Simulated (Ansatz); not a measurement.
# H6OF4 — ¹⁷O NMR of the central transition

Cell: a Materials Project structure (computed, not necessarily an observed phase), taken as it stands.

Space group P-1 (No. 2); a = 5.3864, b = 6.1136, c = 6.7937 Å, α = 101.98°, β = 113.15°, γ = 107.73°.

```csv
site,Wyckoff,site symmetry,x,y,z
H1,2i,1,0.5665,0.7708,0.0027
H3,2i,1,0.4008,0.5266,0.7609
H5,2i,1,0.7255,0.7606,0.8384
H7,2i,1,0.6075,0.1804,0.7493
H9,2i,1,0.8798,0.3078,0.6050
H11,2i,1,0.9129,0.8098,0.6146
O,2i,1,0.5994,0.6615,0.8938
F15,2i,1,0.5334,0.0991,0.8384
F17,2i,1,0.6979,0.3088,0.6200
F19,2i,1,0.1146,0.3195,0.5871
F21,2i,1,0.0722,0.0980,0.2379
```

One atom of each set is listed.

All values are calculated (Ansatz; DFT, PBE, plane waves and PAW, scalar-relativistic, 420 eV cutoff, Γ-centred 5×4×4 k-points, Fermi–Dirac smearing 0.02 eV), not measured.

¹⁷O has I = 5/2 and Q = -25.58 mb (Pyykkö 2018); at 9.4 T its Larmor frequency is ν₀ = 54.3 MHz. Only the quadrupole interaction is simulated: positions count from each site's isotropic chemical shift, and J coupling is left out, as are shift anisotropy and dipolar coupling, which fast spinning averages.

Simulated pattern of one O site (fast magic-angle spinning, Gaussian broadening 0.6 kHz):

(offset (kHz), height): (-21.00, 0), (-20.50, 0), (-19.99, 3), (-19.49, 5), (-18.99, 5), (-18.48, 5), (-17.98, 5), (-17.48, 6), (-16.97, 6), (-16.47, 6), (-15.96, 6), (-15.46, 6), (-14.96, 6), (-14.45, 6), (-13.95, 7), (-13.44, 9), (-12.94, 35), (-12.44, 76), (-11.93, 74), (-11.43, 54), (-10.92, 46), (-10.42, 42), (-9.92, 40), (-9.41, 39), (-8.91, 38), (-8.41, 38), (-7.90, 38), (-7.40, 38), (-6.89, 39), (-6.39, 40), (-5.89, 42), (-5.38, 45), (-4.88, 50), (-4.37, 57), (-3.87, 73), (-3.37, 100), (-2.86, 82), (-2.36, 25), (-1.86, 1), (-1.35, 0)

**Question.** Which |C_Q| and η does the pattern imply?

**Answer.** The pattern spans 17.6 kHz before broadening and its centre of gravity is at -8.05 kHz, which fixes P_Q; the places of the horns and steps fix η. That gives P_Q = 8.53 MHz, |C_Q| = 8.53 MHz and η = 0.07. The sign of C_Q can't be read from the pattern.

At O V_zz stands upright on the plane through its three neighbours (within 1°).

At this cell the principal stresses reach 5 GPa in size with PBE, which can matter for small gradients. The largest force is 0.4 eV/Å, so the atoms aren't at the calculated equilibrium and relaxing them would move these values.
